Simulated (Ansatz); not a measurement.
A geometry of Al2Cu away from equilibrium: the start of the relaxation of a relaxed Al2Cu cell, doubled along one cell vector, shaken by Gaussian noise of σ = 0.08 Å a coordinate. Calculation: PBEsol (plane waves to 420 eV, PAW, scalar-relativistic; Ansatz, an electronic-structure program). Γ-centred k-mesh 6×9×9 on the run's cell (coarser than for final values), Fermi–Dirac smearing 0.05 eV.

```xyz
6
Lattice="5.5969 0.0000 0.0000 0.0000 1.9846 3.9966 0.0000 -1.9846 3.9966" Properties=species:S:1:pos:R:3:forces:R:3 pbc="T T T" free_energy=-15275.249 pressure_GPa=1.1
Al    -0.0310    -0.1599     2.3350    0.0972    1.3909    0.4581
Al     2.8458    -0.0959     2.4105   -0.2649    0.8408    0.1681
Al     1.4220     0.0135     7.7738   -0.2797   -0.3054    0.1771
Al     4.1098     0.0195     7.8610    0.5978   -0.3849    0.1770
Cu     0.1115     0.1047     4.8585   -0.0381   -1.1377   -0.6577
Cu     2.8369     0.0011     4.9845   -0.1122   -0.4037   -0.3226
```

Positions in Å, forces in eV/Å, free energy of the cell in eV (comparable only within this code, potentials and settings). Largest force: 1.47 eV/Å, on Al1 (atoms numbered as listed); the geometry lies 0.15 eV/atom above the end of its relaxation.

No spin polarisation in the result.

The end of the path is a generated cell of Al2Cu: the first start was made by a random draw of sites in a space group, and the end was not matched to a known phase here, so it may be hypothetical. Known forms of Al2Cu include space group No. 140.
